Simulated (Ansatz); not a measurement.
Values for one crystal, relaxed and computed with DFT-r²SCAN in the program Ansatz with PAW potentials; other levels are named.

```yaml
volume_per_atom: 11.42 Å³
electronic_character: metallic (no gap)
Gap with spin–orbit coupling: none (metallic)
Formation energy from the elements (no fitted shifts): 0.50 eV/atom
Bulk modulus (Birch–Murnaghan fit): 236 GPa
Pressure derivative B′: 4.6
Density of states at the Fermi level: 0.78 states/eV per atom (mean over ±0.08 eV)
```

Problem. Which compound is it?
A) Lu2C, R-3m (Lu on 6c, C on 3b)
B) KAs2Rh2, I4/mmm (K on 2a, As on 4e, Rh on 4d)
C) BRh, NiAs type
D) PtRhN2, R-3m (Rh on 3b, Pt on 3a, N on 6c)

Solution. D, PtRhN2, R-3m (Rh on 3b, Pt on 3a, N on 6c)

The start of the workflow was typed in or built on a structure type; neither database checked (COD, Materials Project) lists it. Whether it is the stable phase at ambient conditions was not checked. The cell was relaxed with r²SCAN under the symmetry of its start; its stability against distortions is not shown here. The workflow began spin-polarised and lost its moments. Its formation energy is positive at this level, so the cell may be metastable or incomplete. The references are the lowest solids computed at this level, not always the standard phases (solids in place of the gases). Scalar-relativistic: spin–orbit coupling is off unless named, which matters more the heavier the elements.

Potentials: the later of the program's two PAW sets.
